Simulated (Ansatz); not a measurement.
This run works on a proposed trial structure, not on a known crystal.

Input and command of a plane-wave DFT calculation in Ansatz:

```yaml
crystal:
  lattice:
    - [6.4860970383, 0.0, 0.0]
    - [-3.2332102493, 5.627790009, 0.0]
    - [-0.0701951849, -3.4661106981, 7.9120592166]
  atoms:
    - { symbol: Si, position: [0.9535703706, 0.9102617765, 0.8548419389] }
    - { symbol: Si, position: [0.0464296294, 0.0897382235, 0.1451580611] }
    - { symbol: Sb, position: [0.3482428484, 0.6945557459, 0.0440254118] }
    - { symbol: Sb, position: [0.6517571516, 0.3054442541, 0.9559745882] }
    - { symbol: S, position: [0.6210355684, 0.8767517434, 0.7675401298] }
    - { symbol: S, position: [0.2493229392, 0.1596256926, 0.7666657575] }
    - { symbol: S, position: [0.9054415938, 0.5315352396, 0.7677650507] }
    - { symbol: S, position: [0.7506770608, 0.8403743074, 0.2333342425] }
    - { symbol: S, position: [0.0945584062, 0.4684647604, 0.2322349493] }
    - { symbol: S, position: [0.3789644316, 0.1232482566, 0.2324598702] }
basis:
  ecutwfc: 420
kpoints:
  mp_grid: { grid: [6, 6, 4] }
hamiltonian:
  xc: pbe
scf:
  occupations: { method: gaussian, width: 0.02 }
output:
  forces: true
  stress: true
  eigenvalues: true
relax:
  adjacent_minimum: "off"
  f_tol: 0.01
  max_steps: 80
  cell: { stress_tol: 0.05 }
```

```bash
ansatz run input.yaml --threads 1 --pin off --max-ram 2560MiB --backend cpu --events-out ev --progress --plain --runs-dir out
```

Processor: AMD EPYC 9R45 96-Core Processor (Zen 5), 1 thread, on a host shared with other jobs.

Question: Estimate time, memory and problem size.

Answer: About 2.1 min, peak memory 1.1 GiB. It solves 47 bands at 76 k points (after reduction by symmetry) with about 5647 plane waves (on the last cell), in 34 SCF iterations over 5 ionic steps.
